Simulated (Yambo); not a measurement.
Material: K₂Pt (space group Fm-3m, No. 225) under isotropic strain of -3 % on all lattice vectors; a = b = c = 5.1252 Å, α = β = γ = 60.00° (3 atoms in the cell). The PBEsol cell relaxed from Materials Project entry mp-1062676 was given an isotropic strain of -3 % on all lattice vectors, and the atoms were relaxed again.

With PBEsol (pw.x of Quantum ESPRESSO, ONCV potentials, without SOC), the gap between the mesh's edge points (X → L) is 1.577 eV.

Question: By how much does one-shot G0W0 (Yambo; 4×4×4 Γ-centred k mesh, bands 5 to 154 and a 7 Ry block in the screening, 154 bands in G with the Bruneval-Gonze terminator, plasmon pole fitted at 27.2 eV) open this gap, and what gap results?

Answer: The correction is 0.838 eV, giving 2.415 eV, 1.5 times the PBEsol value.  Convergence of the G0W0 settings was not tested. Spin-orbit coupling is left out, which matters for elements this heavy: edges can move by tenths of an eV.

The structure is a Materials Project entry; no match was found in the copy of COD used, and its stability was not checked.
